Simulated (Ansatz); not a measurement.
Here is the system:

SiNi$_{3}$:
```cif
data_Ni3Si
_chemical_formula_sum 'Si1 Ni3'
_space_group_name_H-M_alt 'Pm-3m'
_space_group_IT_number 221
_space_group_name_Hall '-P 4 2 3'
_cell_length_a 3.46097
_cell_length_b 3.46097
_cell_length_c 3.46097
_cell_angle_alpha 90.000
_cell_angle_beta 90.000
_cell_angle_gamma 90.000
loop_
_atom_site_label
_atom_site_type_symbol
_atom_site_symmetry_multiplicity
_atom_site_Wyckoff_symbol
_atom_site_fract_x
_atom_site_fract_y
_atom_site_fract_z
_atom_site_occupancy
Si1 Si 1 a 0.00000 0.00000 0.00000 1
Ni1 Ni 3 c 0.00000 0.50000 0.50000 1
```

This is the PBEsol-relaxed structure.

**Question.** All from PBEsol in the plane-wave PAW code Ansatz, unless another level is named. Predict the bulk modulus (Birch–Murnaghan fit).

**Answer.** 240 GPa.

**Question.** And the highest zone-centre frequency?

**Answer.** 337 cm^-1.

Symmetry was held in the PBEsol relaxation; of distortions, only those at the zone centre were tested. No spin polarisation was allowed. As this level gives no gap, phonon frequencies hold no LO–TO term and depend on the k-mesh and smearing (Fermi–Dirac, 0.1 eV here).

Potentials: the later of the program's two PAW sets.
